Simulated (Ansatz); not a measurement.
AlRu (CsCl type) was relaxed and computed twice in Ansatz (plane waves, PAW), once with PBE and once with PBEsol.

|  | run 1 | run 2 |
|---|---|---|
| cell | a = 2.976 Å, b = 2.976 Å, c = 2.976 Å, α = 90.00°, β = 90.00°, γ = 90.00° | a = 3.004 Å, b = 3.004 Å, c = 3.004 Å, α = 90.00°, β = 90.00°, γ = 90.00° |
| ΔH_f (eV/atom) | -0.62 | -0.64 |
| B₀ by P(V) fit (GPa) | 219 | 203 |

**Question.** Which run used which functional?

**Answer.** Run 1 is PBEsol, run 2 is PBE.

All cells were relaxed under the symmetry of their starts (and spin orders); stability against distortions was not tested throughout. Rows with no word on spin ran without spin polarisation. Scalar-relativistic: spin–orbit coupling is off unless named, which matters more the heavier the elements.

Potentials: the later of the program's two PAW sets.

Ansatz (an electronic-structure program) is a plane-wave DFT program.

Formation energies count from the lowest solids of the elements computed at the same level, not from gases.
